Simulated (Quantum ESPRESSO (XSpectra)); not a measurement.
Quantum ESPRESSO (XSpectra) run for X-ray absorption at the C K edge of HfC (Fm-3m). Geometry: Materials Project entry mp-21075 (a computed structure). The cell is the entry's, not relaxed again. The ground-state test found no gap over 0.25 eV with this functional, so the cell is neutral with smeared occupations; energies count from the Fermi level. pw.x input:

```
&CONTROL
  calculation = 'scf'
  prefix = 'x'
  pseudo_dir = './pseudo'
  outdir = './out'
/
&SYSTEM
  ibrav = 0
  nat = 26
  ntyp = 3
  ecutwfc = 60
  input_dft = 'PZ'
  occupations = 'smearing'
  smearing = 'mv'
  degauss = 0.02
/
&ELECTRONS
  conv_thr = 2.6e-07
  mixing_beta = 0.4
/
ATOMIC_SPECIES
Ch 12.011 C.lda-tm-gipaw-star1s.UPF
Hf 178.490 Hf.upf
C 12.011 C.lda-tm-gipaw.UPF
CELL_PARAMETERS angstrom
   0.000000000   -2.317140000   -6.951420000
   6.951420000    0.000000000   -2.317140000
  -2.317140000   -6.951420000    0.000000000
ATOMIC_POSITIONS crystal
Hf     0.692307692    0.923076923    0.769230769
Hf     0.923076923    0.230769231    0.692307692
Hf     0.846153846    0.461538462    0.384615385
Hf     0.769230769    0.692307692    0.076923077
Hf     0.461538462    0.615384615    0.846153846
Hf     0.384615385    0.846153846    0.538461538
Hf     0.615384615    0.153846154    0.461538462
Hf     0.538461538    0.384615385    0.153846154
Hf     0.230769231    0.307692308    0.923076923
Hf     0.153846154    0.538461538    0.615384615
Hf     0.076923077    0.769230769    0.307692308
Hf     0.307692308    0.076923077    0.230769231
Hf     0.000000000    0.000000000    0.000000000
Ch     0.269230769    0.192307692    0.576923077
C      0.500000000    0.500000000    0.500000000
C      0.423076923    0.730769231    0.192307692
C      0.346153846    0.961538462    0.884615385
C      0.038461538    0.884615385    0.653846154
C      0.961538462    0.115384615    0.346153846
C      0.192307692    0.423076923    0.269230769
C      0.115384615    0.653846154    0.961538462
C      0.807692308    0.576923077    0.730769231
C      0.730769231    0.807692308    0.423076923
C      0.653846154    0.038461538    0.115384615
C      0.884615385    0.346153846    0.038461538
C      0.576923077    0.269230769    0.807692308
K_POINTS automatic
4 4 4 0 0 0
```

xspectra.x input:

```
&input_xspectra
  calculation = 'xanes_dipole'
  edge = 'K'
  prefix = 'x'
  outdir = './out'
  xonly_plot = .false.
  xiabs = 1
  xcoordcrys = .false.
  xepsilon(1) = 1.0
  xepsilon(2) = 0.0
  xepsilon(3) = 0.0
  xe0 = 15.4463
  xniter = 1500
  xcheck_conv = 50
  xerror = 0.002
  x_save_file = 'x0.sav'
/
&plot
  xnepoint = 451
  xemin = -5.0
  xemax = 40.0
  xgamma = 0.5
  terminator = .true.
  cut_occ_states = .true.
/
&pseudos
  filecore = 'core.wfc'
/
&cut_occ
  cut_desmooth = 0.1
  cut_stepl = 0.01
  cut_ierror = 1e-6
/
5 5 5 1 1 1
```

End of the pw.x output:

```
   -14.3687 -14.3262 -14.3262 -14.3240 -14.3240 -14.3146 -14.3062 -14.2533
   -14.2532 -14.2369 -14.2369 -14.2299   3.1639   5.1042   5.1042   5.1188
     5.1357   5.1357   5.3787   5.6493   5.6493   5.6502   5.6567   5.6567
     6.8994   8.9258  10.5894  10.5894  10.8457  11.1866  11.3312  11.3312
    11.6241  11.6241  11.9564  12.0217  12.0270  12.0270  12.0404  12.1655
    12.1655  12.5640  12.5640  12.6667  12.6667  12.6907  12.7559  12.7559
    12.8663  12.9431  12.9431  12.9510  12.9920  13.0684  13.0684  13.0936
    13.1030  13.1030  13.2450  13.3423  13.3423  13.3810  13.3945  13.3945
    17.0642  17.0642  17.0809  17.3297  17.3297  17.3406  17.4580  17.4640
    17.4640  17.4782  17.4912  17.4912  19.2026  19.2026  19.2491  19.2664
    19.3129  19.3129  19.6907  19.7101  19.7101  19.7327

     the Fermi energy is    15.4463 ev

!    total energy              =   -1626.48977553 Ry
     estimated scf accuracy    <       0.00000002 Ry
     smearing contrib. (-TS)   =       0.00002837 Ry
     internal energy E=F+TS    =   -1626.48980390 Ry

     The total energy is F=E-TS. E is the sum of the following terms:
     one-electron contribution =    -131.04070248 Ry
     hartree contribution      =     171.28138468 Ry
     xc contribution           =    -415.08849461 Ry
     ewald contribution        =   -1251.64199148 Ry

     convergence has been achieved in  13 iterations

     XML data file, charge density, pseudopotentials, collected wavefunctions
```

xspectra.x output, shortened:

```
... Begin STEP 1 ...

        Radial transition matrix element(s) used in the calculation of the
        initial vector of the Lanczos basis (|tilde{phi}_abs> normalized)
        | For PAW proj. (l=1) #1: radial matrix element =   0.209860997
        | For PAW proj. (l=1) #2: radial matrix element =   0.262276669

NB: the    32 k-point are not all listed below because npool=  4
        |-------------------------------------------------------------
        ! k-point #     1:  ( 0.0851, -0.1338, -0.0608),  0.0160,   1
        |-------------------------------------------------------------
 okvan= F
        |   Norm of the initial Lanczos vector: 0.14951241E+00
        !   => CONVERGED at iter    750 with error=  0.00194330
        |-------------------------------------------------------------
        ! k-point #     2:  ( 0.1095, -0.3527,  0.0122),  0.0160,   1
        |-------------------------------------------------------------
 okvan= F
        |   Norm of the initial Lanczos vector: 0.14951236E+00
        !   => CONVERGED at iter    700 with error=  0.00177303
        |-------------------------------------------------------------
        ! k-point #     3:  ( 0.1338, -0.5716,  0.0851),  0.0160,   1
        |-------------------------------------------------------------
 okvan= F
        |   Norm of the initial Lanczos vector: 0.14951238E+00
        !   => CONVERGED at iter    600 with error=  0.00137759
        |-------------------------------------------------------------

        ...
... Begin STEP 2 ...

     The spectrum is calculated using the following parameters:
        xe0 [eV]:   15.4463
        the occupied states are elimintate from the spectrum
        xemin [eV]:  -5.00
        xemax [eV]:  40.00
        xnepoint:  451
        constant broadening parameter [eV]:    0.500
        Core level energy [eV]:  -284.2
         (from electron binding energy of neutral atoms in X-ray data booklet)

     Cross-section successfully written in xanes.dat

     ... End STEP 2 ...

     xanes        :    558.63s CPU    559.74s WALL (       1 calls)

     -------------------------------------------------------------------------
                                END JOB XSpectra
     -------------------------------------------------------------------------
```

xanes.dat for the field along x, every fifth line (energy in eV, cross section):

```
   -5.000   1.4800e-03
   -4.500   1.6530e-03
   -4.000   1.8640e-03
   -3.500   2.1310e-03
   -3.000   2.4750e-03
   -2.500   2.9390e-03
   -2.000   3.6000e-03
   -1.500   4.6210e-03
   -1.000   6.4110e-03
   -0.500   1.0250e-02
    0.000   1.9250e-02
    0.500   2.8960e-02
    1.000   3.5530e-02
    1.500   4.1540e-02
    2.000   4.4580e-02
    2.500   5.2500e-02
    3.000   5.7230e-02
    3.500   6.1800e-02
    4.000   6.9870e-02
    4.500   7.3780e-02
    5.000   7.7310e-02
    5.500   6.8490e-02
    6.000   6.0510e-02
    6.500   5.5430e-02
    7.000   5.7720e-02
    7.500   6.6080e-02
    8.000   7.6090e-02
    8.500   8.3300e-02
    9.000   8.3200e-02
    9.500   8.8650e-02
   10.000   9.7620e-02
   10.500   1.0560e-01
   11.000   9.6100e-02
   11.500   8.1000e-02
   12.000   8.3520e-02
   12.500   7.5620e-02
   13.000   5.7620e-02
   13.500   4.3000e-02
   14.000   3.6080e-02
   14.500   3.1930e-02
   15.000   2.7620e-02
   15.500   2.6740e-02
   16.000   2.9080e-02
   16.500   3.1610e-02
   17.000   2.9500e-02
   17.500   2.2880e-02
   18.000   1.5030e-02
   18.500   1.0460e-02
   19.000   9.6450e-03
   19.500   1.0820e-02
   20.000   1.3940e-02
   20.500   1.9950e-02
   21.000   2.3760e-02
   21.500   2.2540e-02
   22.000   1.9220e-02
   22.500   1.8100e-02
   23.000   1.8500e-02
   23.500   2.4910e-02
   24.000   4.0690e-02
   24.500   4.4840e-02
   25.000   3.4250e-02
   25.500   2.9880e-02
   26.000   3.4980e-02
   26.500   4.5980e-02
   27.000   6.0680e-02
   27.500   6.9370e-02
   28.000   7.7850e-02
   28.500   8.3550e-02
   29.000   7.5200e-02
   29.500   6.3000e-02
   30.000   4.6230e-02
   30.500   3.4880e-02
   31.000   2.7940e-02
   31.500   2.3230e-02
   32.000   2.1170e-02
   32.500   2.1920e-02
   33.000   2.2690e-02
   33.500   2.1270e-02
   34.000   2.0150e-02
   34.500   2.1710e-02
   35.000   2.5460e-02
   35.500   2.5930e-02
   36.000   2.4160e-02
   36.500   2.4030e-02
   37.000   2.4190e-02
   37.500   2.6020e-02
   38.000   2.8450e-02
   38.500   3.3030e-02
   39.000   3.5360e-02
   39.500   3.8450e-02
   40.000   3.9420e-02
```
